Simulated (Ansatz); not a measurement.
Te (trigonal-Te type, space group P3_121)

```
CELL_PARAMETERS angstrom
      4.62412     0.00000     0.00000
     -2.31206     4.00460     0.00000
      0.00000     0.00000     5.90339
ATOMIC_POSITIONS crystal
  Te 0.25335 0.00000 0.33333
  Te 0.00000 0.25335 0.66667
  Te 0.74665 0.74665 0.00000
```

The slice is a (1 -1 0 0) plane (indices of the conventional cell) through the point (0.000, 0.253, 0.667) (fractional), spanned by u = [110] and v = [001] in vectors of this cell: u (4.62 Å) and v (5.90 Å, at 90° to u). It covers one period; positions are fractions (u, v).

All values below come from r2SCAN (plane waves to 500 eV, PAW, scalar-relativistic; Ansatz, a program for electronic structure). k mesh 8×8×6. Near the nuclei the fields are pseudised (PAW); where an atom keeps semicore shells as valence, they peak there. Spin-orbit coupling is left out, though Te is heavy. Te was relaxed with its symmetry unable to fall.

Three fields on this plane, each scaled to ten steps between its own extremes (0 low, 9 high; the total valence density on a logarithmic scale, the potential cut 8 eV below its top; x marks points blanked near nuclei; v = 0 in the bottom row):

Map A
```
|xxxxx6421000001357xxxx|
|xxxxx4311000001247xxxx|
|xxxx322100000012357xxx|
|xxx21110000000012456xx|
|3211100000000000123444|
|2110000000000000012222|
|1100000000000000001111|
|0000000000000000000000|
|0000000000000000000000|
|0000000000000000000000|
|0000000000000000000000|
|0000000000011111000000|
|0000000000112221110000|
|0000000001223333211000|
|0000000012345665421100|
|0000000012457887542100|
|0000000013578998643110|
|0000000113579998753210|
|0000000013468887643210|
|0000000012356666542211|
|1111100011234444332111|
|2222211001122222221111|
|3444422100011111111112|
|xxx76431100000111222xx|
|xxxx864210000011233xxx|
|xxxxx8531000001234xxxx|
|xxxxx8531000001246xxxx|
|xxxxx8531000001357xxxx|
```

Map B
```
|xxxxx4210000001369xxxx|
|xxxxx4210000001257xxxx|
|xxxx542100000012357xxx|
|xxx54321000000012344xx|
|3444321000000000112223|
|2222211000000000000111|
|1111100000000000000001|
|1111000000000000000000|
|0000000000000000000000|
|0000000000000000000000|
|0000000000000000000000|
|0000000000011000000000|
|0000000000111110000000|
|0000000001111111111000|
|0000000011111122322100|
|0000000011111234443210|
|0000000112222245665321|
|0000000112222346776421|
|0000000122233356775321|
|1000001122333445654321|
|1111101112333344432211|
|2221111112233332211112|
|3332211111222211101123|
|xxx32111111111110123xx|
|xxxx221100111111235xxx|
|xxxxx2110000001236xxxx|
|xxxxx2210000001258xxxx|
|xxxxx3210000001369xxxx|
```

Map C
```
|xxxxx9764211134679xxxx|
|xxxxx8753211124579xxxx|
|xxxx976432111235689xxx|
|xxx98654211112346789xx|
|9987654321111123567889|
|7776543221111123456677|
|6654432211111122334556|
|4443322111111112233444|
|3332221112222222222333|
|2222111112222222222222|
|2111111122333333322222|
|1110001123344444433221|
|1100001223455555543321|
|1000001234566776654322|
|1000001245677887765432|
|1000002346788998876532|
|2100012356789999876543|
|2111112356789999987543|
|3222122456789999987654|
|4433323456789999887655|
|6555443445678888887766|
|7776554445667788877777|
|9988765444556677788899|
|xxx98765434455667899xx|
|xxxx987543334456789xxx|
|xxxxx9764322345679xxxx|
|xxxxx9864322235689xxxx|
|xxxxx9864321234689xxxx|
```

Question: Assign the maps to these fields: density of the lowest conduction band (whole band as if filled, smooth part); density of the highest valence band (whole band, smooth part); valence electron density.

Answer: A is the density of the highest valence band (whole band, smooth part); B is the density of the lowest conduction band (whole band as if filled, smooth part); C is the valence electron density.
